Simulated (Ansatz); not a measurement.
## Computed energy over volume and axial ratio: Cu2O (cuprite type, space group Pn-3m)

Cu₂O (cuprite type, space group Pn-3m)

Space group Pn-3m, origin choice 1 (No. 224); a = 4.2984 Å, b = 4.2984 Å, c = 4.2984 Å, α = 90.00°, β = 90.00°, γ = 90.00°

```json
[
 {"atom": "Cu", "site": "4c", "symmetry": ".-3m", "x": "0.7500", "y": "0.7500", "z": "0.7500"},
 {"atom": "O", "site": "2a", "symmetry": "-43m", "x": "0.0000", "y": "0.0000", "z": "0.0000"}
]
```

The relaxed cell is deformed in two ways at once: its volume V is scaled, and at that volume it is stretched along z (the c axis of the conventional cell) so that c/a changes. Fractional atomic positions are held.

The numbers are results of PBE (plane waves to 420 eV, PAW, scalar-relativistic; Ansatz, a quantum-chemistry and plane-wave program), not measurements. k mesh 8×8×8 (Γ-centred), Fermi-Dirac smearing 0.05 eV. The energy includes the smearing's −TS. Stress and pressure are positive under compression. Cu2O is run without spin polarisation. Cu2O was relaxed with its symmetry unable to fall. The zero of ΔE is the relaxed starting cell.

ΔE (meV/atom), with V/V₀ across and (c/a)/(c/a)₀ down:

| (c/a)/(c/a)₀ \ V/V₀ | 0.920 | 0.947 | 0.973 | 1.000 | 1.027 | 1.053 | 1.080 |
|---|---|---|---|---|---|---|---|
| 0.960 | 34.9 | 15.1 | 4.2 | 0.9 | 4.1 | 13.1 | 26.8 |
| 0.973 | 34.7 | 14.8 | 3.8 | 0.4 | 3.6 | 12.4 | 26.1 |
| 0.987 | 34.6 | 14.6 | 3.5 | 0.1 | 3.3 | 12.1 | 25.7 |
| 1.000 | 34.6 | 14.5 | 3.4 | 0.0 | 3.2 | 11.9 | 25.6 |
| 1.013 | 34.6 | 14.6 | 3.5 | 0.1 | 3.3 | 12.1 | 25.7 |
| 1.027 | 34.7 | 14.8 | 3.8 | 0.4 | 3.6 | 12.4 | 26.1 |
| 1.040 | 34.9 | 15.1 | 4.1 | 0.8 | 4.1 | 13.0 | 26.7 |

σzz − σxx (GPa), with V/V₀ across and (c/a)/(c/a)₀ down:

```csv
(c/a)/(c/a)₀ \ V/V₀,0.920,0.947,0.973,1.000,1.027,1.053,1.080
0.960,0.3,0.5,0.6,0.8,0.9,1.0,1.0
0.973,0.2,0.3,0.4,0.5,0.6,0.6,0.7
0.987,0.1,0.2,0.2,0.3,0.3,0.3,0.3
1.000,0.0,0.0,0.0,0.0,0.0,0.0,0.0
1.013,-0.1,-0.2,-0.2,-0.3,-0.3,-0.3,-0.3
1.027,-0.2,-0.3,-0.4,-0.5,-0.6,-0.6,-0.7
1.040,-0.4,-0.5,-0.7,-0.8,-0.9,-0.9,-1.0
```

Read from the data:

```
Property                                                                                                                                Result
------------------------------------------------------  --------------------------------------------------------------------------------------
Shear modulus C′ = (C11 − C12)/2 (fit, atoms clamped)                                                                                  9.6 GPa
Lowest place on the grid                                                                     V/V₀ = 1.000, (c/a)/(c/a)₀ = 1.000 (0.0 meV/atom)
Highest place on the grid, met at several equal points  V/V₀ = 0.920, (c/a)/(c/a)₀ = 0.960; V/V₀ = 0.920, (c/a)/(c/a)₀ = 1.040 (34.9 meV/atom)
```

(Under strain, the slope of the energy per volume gives the stress and its curvature an elastic modulus.)
